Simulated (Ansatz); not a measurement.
Relaxed-ion elastic tensor of BaSnF4 in space group P4/nmm (No. 129; Pearson symbol tP12) in GPa (Voigt order), the program Ansatz at the LDA level (PAW); density 5.76 g/cm³, 15.94 Å³ per atom.

```
 113  -2.4  25.8   0.0   0.0   0.0
-2.4   113  25.8   0.0   0.0   0.0
25.8  25.8  34.6   0.0   0.0   0.0
 0.0   0.0   0.0  14.3   0.0   0.0
 0.0   0.0   0.0   0.0  14.3   0.0
 0.0   0.0   0.0   0.0   0.0  13.4
```

### Question
Is the crystal mechanically stable?

### Answer
Yes: the smallest eigenvalue of C is 13.4 GPa.

### Question
Work out the Voigt, Reuss and Hill averages.

### Answer
K_V = 40.0, K_R = 32.6, K_H = 36.3; G_V = 22.5, G_R = 15.3, G_H = 18.9 GPa.

### Question
Give Young's modulus, Poisson's ratio, Pugh's ratio and the universal anisotropy index.

### Answer
E = 9KG/(3K + G) = 48.3 GPa; ν = 0.28; K/G = 1.92 (ductile by the Pugh limit of 1.75); A_U = 5G_V/G_R + K_V/K_R − 6 = 2.60.

### Question
Estimate the sound speeds and the Debye temperature.

### Answer
v_l = √((K + 4G/3)/ρ) = 3270 m/s, v_t = √(G/ρ) = 1810 m/s, mean 2020 m/s; Θ = (h/k)(3n/4πV)^(1/3) v_m = 239 K.

### Question
Solve the Christoffel equation for the three sound speeds along x, y, z.

### Answer
Eigenvalues of C_ijkl n_j n_l equal ρv². In km/s, slowest first: x 1.53, 1.57, 4.43; y 1.53, 1.57, 4.43; z 1.57, 1.57, 2.45.

### Question
How much does each axis shrink under pressure?

### Answer
Linear compressibilities β_i = Σ_j S_ij (j = 1 to 3): x 3.5, y 3.5, z 24 per TPa.

The first step of the workflow began from a Materials Project structure, measured or hypothetical; the Crystallography Open Database copy checked does not list it. Whether it is the stable phase at ambient conditions was not checked. The cell was relaxed with LDA under the symmetry of its start; its stability against distortions is not shown here. A crystal of weakly bound layers computed without a dispersion correction: the cell and the soft elastic constants depend strongly on that. Scalar-relativistic: spin–orbit coupling is off unless named, which matters more the heavier the elements.

Potentials: the later of the program's two PAW sets.
